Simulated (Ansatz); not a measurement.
# NaHg2: 15 steps of 3.0 fs from 1200 K

Computed with DFT, PBEsol, all-electron LAPW, scalar-relativistic in Ansatz 0.2.0.

Command: `ansatz run input.yaml --threads 2 --pin off --max-ram 6144MiB --backend cpu --events-out ev --progress --plain --runs-dir out` The run took 4.5 min on 2 threads of Intel(R) Xeon(R) 6975P-C (Granite Rapids), with other jobs on the host, peak memory 0.78 GiB.

```yaml
crystal:
  lattice:
    - [5.029, 0.0, 0.0]
    - [-2.5145, 4.3552417556, 0.0]
    - [0.0, 0.0, 3.2304]
  atoms:
    - { symbol: Na, position: [0.0, 0.0, 0.0] }
    - { symbol: Hg, position: [0.3333333333, 0.6666666667, 0.5] }
    - { symbol: Hg, position: [0.6666666667, 0.3333333333, 0.5] }
kpoints:
  mp_grid: { grid: [5, 5, 6] }
scf:
  occupations: { method: fermi_dirac, width: 0.08 }
hamiltonian:
  xc: pbesol
  pseudopotentials: { kind: all_electron, lapw: { basis_error: 0.001 } }
output:
  forces: true
  stress: true
md:
  timestep: 3.0
  n_steps: 15
  ensemble: nve
  temperature: 1200
  initial_velocities: maxwell_boltzmann
  seed: 499502
```

No spin–orbit coupling, which matters for the heavy atoms here.

The cell comes from COD entry 2310236, which wasn't checked; take it as a given geometry.

Each frame lists Cartesian positions (Å) and forces (eV/Å). Free energies count from the first step, -1071779.2443 eV.

Step 0 (t = 0.0 fs): E = 0.0 meV, T = 1200 K, conserved energy 0.0 meV

```
Na    0.0000    0.0000    0.0000     0.000   0.000   0.000
Hg    0.0000    2.9035    1.6152     0.000   0.000   0.000
Hg    2.5145    1.4517    1.6152     0.000   0.000   0.000
```

Step 1 (t = 3.0 fs): E = +0.5 meV, T = 1198 K, conserved energy 0.0 meV

```
Na    0.0194   -0.0079   -0.0104    -0.028   0.011   0.010
Hg   -0.0011    2.9025    1.6257     0.014   0.005  -0.012
Hg    2.5134    1.4537    1.6059     0.014  -0.016   0.002
```

Step 2 (t = 6.0 fs): E = +1.9 meV, T = 1193 K, conserved energy 0.0 meV

```
Na    0.0388   -0.0158   -0.0209    -0.056   0.023   0.020
Hg   -0.0022    2.9014    1.6363     0.029   0.008  -0.024
Hg    2.5122    1.4556    1.5965     0.027  -0.032   0.004
```

Step 3 (t = 9.0 fs): E = +4.2 meV, T = 1184 K, conserved energy 0.0 meV

```
Na    0.0579   -0.0236   -0.0312    -0.083   0.035   0.029
Hg   -0.0032    2.9004    1.6468     0.044   0.012  -0.036
Hg    2.5111    1.4575    1.5872     0.040  -0.046   0.006
```

Step 4 (t = 12.0 fs): E = +7.4 meV, T = 1171 K, conserved energy 0.0 meV

```
Na    0.0767   -0.0313   -0.0414    -0.110   0.046   0.039
Hg   -0.0043    2.8994    1.6573     0.059   0.014  -0.048
Hg    2.5100    1.4594    1.5779     0.051  -0.060   0.008
```

Step 5 (t = 15.0 fs): E = +11.5 meV, T = 1156 K, conserved energy 0.0 meV

```
Na    0.0951   -0.0388   -0.0515    -0.137   0.058   0.050
Hg   -0.0053    2.8984    1.6678     0.075   0.015  -0.060
Hg    2.5089    1.4613    1.5685     0.062  -0.074   0.011
```

Step 6 (t = 18.0 fs):

```
Na    0.1130   -0.0461   -0.0614
Hg   -0.0063    2.8974    1.6782
Hg    2.5078    1.4631    1.5592
```

Step 7 (t = 21.0 fs): E = +21.8 meV, T = 1116 K, conserved energy 0.0 meV

```
Na    0.1302   -0.0531   -0.0710    -0.190   0.082   0.070
Hg   -0.0072    2.8964    1.6887     0.108   0.016  -0.085
Hg    2.5068    1.4650    1.5499     0.082  -0.098   0.015
```

Step 8 (t = 24.0 fs): E = +28.0 meV, T = 1092 K, conserved energy 0.0 meV

```
Na    0.1468   -0.0598   -0.0804    -0.216   0.093   0.081
Hg   -0.0081    2.8954    1.6991     0.125   0.016  -0.098
Hg    2.5058    1.4667    1.5406     0.091  -0.109   0.017
```

Step 9 (t = 27.0 fs): E = +34.7 meV, T = 1066 K, conserved energy 0.0 meV

```
Na    0.1625   -0.0662   -0.0895    -0.242   0.105   0.091
Hg   -0.0090    2.8944    1.7094     0.142   0.014  -0.111
Hg    2.5048    1.4684    1.5313     0.099  -0.119   0.020
```

Step 10 (t = 30.0 fs): E = +41.8 meV, T = 1039 K, conserved energy 0.0 meV

```
Na    0.1773   -0.0721   -0.0983    -0.266   0.116   0.102
Hg   -0.0097    2.8934    1.7197     0.159   0.012  -0.124
Hg    2.5039    1.4701    1.5220     0.107  -0.129   0.022
```

Step 11 (t = 33.0 fs): E = +49.2 meV, T = 1010 K, conserved energy 0.0 meV

```
Na    0.1911   -0.0777   -0.1066    -0.290   0.127   0.112
Hg   -0.0105    2.8924    1.7300     0.176   0.010  -0.137
Hg    2.5031    1.4717    1.5127     0.114  -0.138   0.025
```

Step 12 (t = 36.0 fs): E = +56.7 meV, T = 981 K, conserved energy +0.1 meV

```
Na    0.2038   -0.0827   -0.1146    -0.313   0.138   0.122
Hg   -0.0111    2.8915    1.7401     0.192   0.008  -0.150
Hg    2.5022    1.4732    1.5034     0.120  -0.146   0.028
```

Step 13 (t = 39.0 fs): E = +64.3 meV, T = 951 K, conserved energy +0.1 meV

```
Na    0.2153   -0.0872   -0.1220    -0.334   0.148   0.132
Hg   -0.0117    2.8905    1.7503     0.208   0.005  -0.163
Hg    2.5015    1.4747    1.4941     0.126  -0.153   0.031
```

Step 14 (t = 42.0 fs): E = +71.8 meV, T = 922 K, conserved energy +0.1 meV

```
Na    0.2256   -0.0912   -0.1290    -0.354   0.158   0.141
Hg   -0.0121    2.8896    1.7603     0.222   0.003  -0.175
Hg    2.5008    1.4761    1.4849     0.132  -0.160   0.034
```

Step 15 (t = 45.0 fs): E = +79.1 meV, T = 894 K, conserved energy +0.1 meV

```
Na    0.2345   -0.0946   -0.1355    -0.372   0.166   0.150
Hg   -0.0125    2.8886    1.7703     0.236   0.001  -0.187
Hg    2.5001    1.4775    1.4756     0.136  -0.167   0.037
```

**Question.** Give the energy and forces of step 6.

**Answer.** E = +16.3 meV, T = 1137 K, conserved energy 0.0 meV
```
Na    0.1130   -0.0461   -0.0614    -0.164   0.070   0.060
Hg   -0.0063    2.8974    1.6782     0.091   0.016  -0.073
Hg    2.5078    1.4631    1.5592     0.073  -0.086   0.013
```

**Question.** What is the mean temperature over the last 8 frames?

**Answer.** 994 K; so short a run of so small a cell isn't equilibrated.
